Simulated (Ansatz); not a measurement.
HfO$_{2}$ (tetragonal-ZrO2 type, space group P4_2/nmc)

```cif
data_Hf2O4
_chemical_formula_sum 'Hf2 O4'
_space_group_name_H-M_alt 'P 1'
_space_group_IT_number 1
_cell_length_a 3.56707
_cell_length_b 3.56707
_cell_length_c 5.16595
_cell_angle_alpha 90.000
_cell_angle_beta 90.000
_cell_angle_gamma 90.000
loop_
_space_group_symop_operation_xyz
  'x, y, z'
loop_
_atom_site_label
_atom_site_type_symbol
_atom_site_fract_x
_atom_site_fract_y
_atom_site_fract_z
_atom_site_occupancy
Hf1 Hf 0.00000 0.00000 0.00000 1
Hf2 Hf 0.50000 0.50000 0.50000 1
O1 O 0.00000 0.50000 0.20010 1
O2 O 0.00000 0.50000 0.70010 1
O3 O 0.50000 0.00000 0.29990 1
O4 O 0.50000 0.00000 0.79990 1
```

E(V) scan at fixed shape, V₀ the volume above. The atoms relax within the cell's symmetry.

All values below come from PBEsol (plane waves to 420 eV, PAW, scalar-relativistic; Ansatz, a first-principles code). k mesh 10×10×7 (Γ-centred), Fermi-Dirac smearing 0.05 eV. E stands for the smeared free energy. Stress and pressure are positive under compression. HfO2 is run without spin polarisation. HfO2 was relaxed with its symmetry unable to fall. Spin-orbit coupling is left out, though Hf is heavy. This is a high-temperature form of HfO2. The zero of ΔE is the relaxed starting cell.

Give the computed ΔE (eV/atom) and P (GPa) at V/V₀ = 0.867, 0.893, 0.947, 1.027, 1.107.


```json
[
 {"V/V₀": "0.867", "ΔE (eV/atom)": "0.1663", "P (GPa)": "41.8"},
 {"V/V₀": "0.893", "ΔE (eV/atom)": "0.1005", "P (GPa)": "30.7"},
 {"V/V₀": "0.947", "ΔE (eV/atom)": "0.0224", "P (GPa)": "13.0"},
 {"V/V₀": "1.027", "ΔE (eV/atom)": "0.0048", "P (GPa)": "-5.1"},
 {"V/V₀": "1.107", "ΔE (eV/atom)": "0.0662", "P (GPa)": "-16.5"}
]
```

(A scan under strain: stresses follow from slopes of the energy per volume, elastic moduli from its curvatures.)
